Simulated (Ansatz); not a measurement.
# Fields on a plane of SiC (zinc blende)

```yaml
crystal:
  lattice:
    - [0.00000, 2.18986, 2.18986]
    - [2.18986, 0.00000, 2.18986]
    - [2.18986, 2.18986, 0.00000]
  atoms:
    - { symbol: C, position: [0.75000, 0.75000, 0.75000] }
    - { symbol: Si, position: [0.00000, 0.00000, 0.00000] }
```

The slice is a {111} plane (indices of the conventional cell) through the point (0.000, 0.000, 0.000) (fractional), spanned by u = [100] and v = [-1 2 0] in vectors of this cell: u (3.10 Å) and v (5.36 Å, at 90° to u). It covers one period; positions are fractions (u, v).

Atoms on it: Si at (0.00, 0.00); Si at (0.50, 0.50). Other atoms lie within 1 Å of the plane.

Method: PBE (plane waves to 420 eV, PAW, scalar-relativistic; Ansatz, a first-principles code). k mesh 13×13×13. These are valence fields of a PAW run, semicore shells included where kept as valence: close to a nucleus they are smooth pseudo fields. SiC was relaxed with its symmetry unable to fall. The PAW data are Ansatz's earlier set.

```
|xxxxx  =*##*=  xxxx|
|xxxxx .-====-. xxxx|
|xxxx  .:xxxx::  xxx|
|xxx  .:xxxxxx:.  xx|
|    :--xxxxxx--:   |
|  :=++=xxxxxx=++=: |
|=+*###+-xxxx-+###*+|
|#%%%%%#+:xx:+*%%%%%|
|@@@@@%*+-::-+*%@@@@|
|@@@@%*=:.  .-=*%@@@|
|@@@%*-       .-*%@@|
|@@%*-  xxxxxx  -*%@|
|@@#=  xxxxxxxx  =#@|
|@%#-  xxxxxxxx  -#%|
|@%*: xxxxxxxxxx :*%|
|%%*: xxxxxxxxxx :*%|
|#*+: xxxxxxxxxx :+*|
|===:  xxxxxxxx  :==|
|xx::  xxxxxxxx  ::x|
|xxx::  xxxxxx  ::xx|
|xxx:--.      .-=:xx|
|xxx-+*=-.  .-=*+-xx|
|xxx=*##*++++*##*=xx|
|xx-*#%%%%##%%%%#*-x|
|::=*#%@@@@@@@@%#*=-|
|  :-+#%@@@@@@%#+-: |
|    :+#%@@@@%#+:   |
|xxx  .+#@@@@#+.  xx|
|xxxx  -*%@@%*-  xxx|
|xxxxx .+%@@%+. xxxx|
|xxxxx  =#@%#=  xxxx|
|xxxxx  =#%%#=  xxxx|
```
Scale: ten equal steps from 0.00 (start of ' ') to 8.58 (end of '@'), in the order ' .:-=+*#%@'. Values: electrostatic potential energy of an electron, from the cell's mean, in eV. The map has 19 points along u (one character each, u = 0 at the left) and 32 along v (v = 0 in the bottom row). Points within 0.8 Å of a nucleus are blanked (x), as the pseudised field means little there. Values under 0 eV are set to 0. The zero, the cell's mean, hangs on the PAW cores.

```
|::::==++**####################**++==::|
|::--++**##%%%%%%%%%%%%%%%%%%%%##**++--|
|====++####%%%%%%@@@@@@@@%%%%%%####++==|
|==++**####%%%%@@@@@@@@@@@@%%%%####**++|
|==++++**##%%%%@@@@@@@@@@@@%%%%##**++++|
|====++++**##%%@@@@@@@@@@@@%%##**++++==|
|------==++**##%%@@@@@@@@%%##**++==----|
|..::::--==**##%%%%@@@@%%%%##**==--::::|
|  ....::==++**##%%%%%%%%##**++==::....|
|    ..::--++**##%%%%%%%%##**++--::..  |
|    ..::--==**####%%%%####**==--::..  |
|    ..::--==++****####****++==--::..  |
|....::--====++++++++++++++++====--::..|
|::----====++====--------====++====----|
|======++++++==--::::::::--==++++++====|
|++++********++==::....::==++********++|
|############**++--::::--++**##########|
|%%%%%%%%%%####++==----==++####%%%%%%%%|
|@@@@%%%%%%%%##**++====++**##%%%%%%%%@@|
|@@@@@@@@%%%%##**++====++**##%%%%@@@@@@|
|@@@@@@%%%%##****++====++****##%%%%@@@@|
|@@@@@@%%##****++========++****##%%@@@@|
|@@@@%%%%##**++==--------==++**##%%%%@@|
|@@@@%%##**++==--::....::--==++**##%%@@|
|%%%%%%##**==--::..    ..::--==**##%%%%|
|%%%%##**++==--..        ..--==++**##%%|
|%%####**++==::..        ..::==++**####|
|####****++==--....    ....--==++****##|
|++++++++++==--::::....::::--==++++++++|
|----==========----::::----==========--|
|::::--==++++++++========++++++++==--::|
|..::--==********++++++++********==--::|
```
Scale: ten equal steps from -1.07 (start of ' ') to 0.00 (end of '@'), in the order ' .:-=+*#%@'. Values: log₁₀ of the valence density in e/Å³. The map has 19 points along u (two characters each, u = 0 at the left) and 32 along v (v = 0 in the bottom row). The scale is logarithmic, as a density can span decades between atoms and voids.
